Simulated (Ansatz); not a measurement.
# From a trial cell to the properties of GdN (zincblende structure)

Method: PBEsol, scalar-relativistic; collinear spin; PAW, 420 eV, Γ-centred 10×10×10 mesh, 0.05 eV Gaussian smearing; code Ansatz; PAW files: Ansatz's generated set soft_2.

The start was a prototype's sites filled with these elements. The Crystallography Open Database lists the compound in space group Fm-3m (rock salt), so this is a trial structure.

The start:

```cif
data_structure
_symmetry_space_group_name_H-M 'P 1'
_symmetry_Int_Tables_number 1
_cell_length_a 3.8345
_cell_length_b 3.8345
_cell_length_c 3.8345
_cell_angle_alpha 60.000
_cell_angle_beta 60.000
_cell_angle_gamma 60.000
_cell_volume 39.87
loop_
_atom_site_label
_atom_site_type_symbol
_atom_site_fract_x
_atom_site_fract_y
_atom_site_fract_z
_atom_site_occupancy
Gd1 Gd 0.00000 0.00000 0.00000 1
N1 N 0.25000 0.25000 0.25000 1
```

Starting moments (μB, in the order of the atoms): 7.0, 0.0.

The first steps of the search for zero pressure:

| run | level | k-mesh | kind | V (Å³/atom) | P (GPa) | gap on the mesh (eV) | largest moment (μB) |
| --- | --- | --- | --- | --- | --- | --- | --- |
| 1 | PBEsol | 10×10×10 | fixed cell | 19.93 | -8.1 | 1.06 | 6.81 |
| 2 | PBEsol | 10×10×10 | fixed cell | 18.86 | -3.1 | 1.10 | 6.79 |

**Question.** At which volume does PBEsol reach zero pressure?

**Answer.** About 18.3 Å³/atom, about 8 % under the start.

The steps that followed:

| run | level | k-mesh | kind | V (Å³/atom) | P (GPa) | E − E(final) (meV/atom) | gap on the mesh (eV) | largest moment (μB) |
| --- | --- | --- | --- | --- | --- | --- | --- | --- |
| 3 | PBEsol | 10×10×10 | fixed cell | 18.33 | -0.1 | 0.0 | 1.11 | 6.78 |

The final structure (symmetry read at 0.01 Å). Symmetry: F-43m, No. 216, cubic system. The conventional cell has a = 5.273 Å, b = 5.273 Å, c = 5.273 Å, α = 90.00°, β = 90.00°, γ = 90.00°. Around Gd (site symmetry -43m) lie 4 N at 2.28 Å. N (site symmetry -43m) has 4 Gd at 2.28 Å as nearest neighbours. (Neighbours are counted to 15 % beyond the shortest distance.)

At the final geometry the gap, band path included, is 1.11 eV and the site spin moments are Gd 6.78; N -0.06 μB. The equation of state gives B0 = 113 GPa and B0′ = 3.8. The elastic tensor is positive definite (smallest eigenvalue 28 GPa). Against the elements' standard states, run alike and uncorrected, the formation energy is -1.46 eV/atom. The runs in the table took roughly 1 core-minutes.

**Reading the result.**

Formal charges Gd³⁺, N³⁻ leave Gd³⁺ with an open 4f⁷ shell. A part-filled shell gives a gap only if something splits it: here on each such atom exchange fills one spin channel and leaves the other empty, so the half-filled shell acts almost as a closed one, and the gap is 1.11 eV.

Within 0.6 eV of the edges the projected states are 76 % N 2p at the top of the valence band and 54 % Gd 4f at the bottom of the conduction band. Without a U the empty f levels lie too low, so this edge is partly the functional's doing; with a U it could pass to the Gd d band and the gap widen.

Hund's first rule gives Gd³⁺ with 7 f electrons 7 unpaired spins, a spin moment of 7 μB; the run has 6.78 μB on Gd (atomic spheres) and 7.11 f electrons on orthogonalised orbitals. The moment is close to the ion's, so in this run the shell is localised and nearly fully polarised.

Semilocal functionals without a U place occupied f levels too high and empty ones too low, so gaps that touch them come out too small. Spin–orbit coupling, which matters for such heavy elements, is left out. The run wasn't fully tested for a lower electronic state. Site moments are of spin, integrated over atomic spheres. No antiparallel order was tried.
